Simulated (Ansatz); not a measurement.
## Ta2W: computed properties

Theory: DFT PBE, scalar-relativistic, plane waves, PAW in Ansatz 0.2.0.

Settings: cutoff 420 eV, Γ-centred mesh 18×18×18 on the computed 3-atom cell, Gaussian smearing of 0.10 eV; no spin polarisation.

The structure is relaxed at this level of theory with its symmetry kept, and needn't be the ground state of this composition.

```
CELL_PARAMETERS angstrom
0.00000 2.33773 6.88711
1.62505 0.00000 6.88711
1.62505 2.33773 0.00000
ATOMIC_POSITIONS crystal
Ta 0.16337 0.16338 0.83662
Ta 0.83662 0.83662 0.16338
W 0.50000 0.50000 0.50000
```

Problem. Formation energy from the elements' standard states (uncorrected)?

Solution. -0.036 eV/atom.

Problem. Kohn–Sham band gap?

Solution. none (metal).

Problem. Density of states at the Fermi level?

Solution. 2.9 states/eV per cell.

Problem. Orbital (Löwdin) character within 0.5 eV of the Fermi level?

Solution. Ta 5d 62 %, W 5d 22 %, unprojected 7 %.

Problem. Bader charge by site (e)?

Solution. Ta (2 in the cell) 0.21, W (1 in the cell) -0.42.

Spin-orbit coupling is left out, which matters for the bands of heavy elements.

The cell was found from a structure generator's guess, not taken from experiment. Löwdin shares on free-atom orbitals overweight diffuse shells.
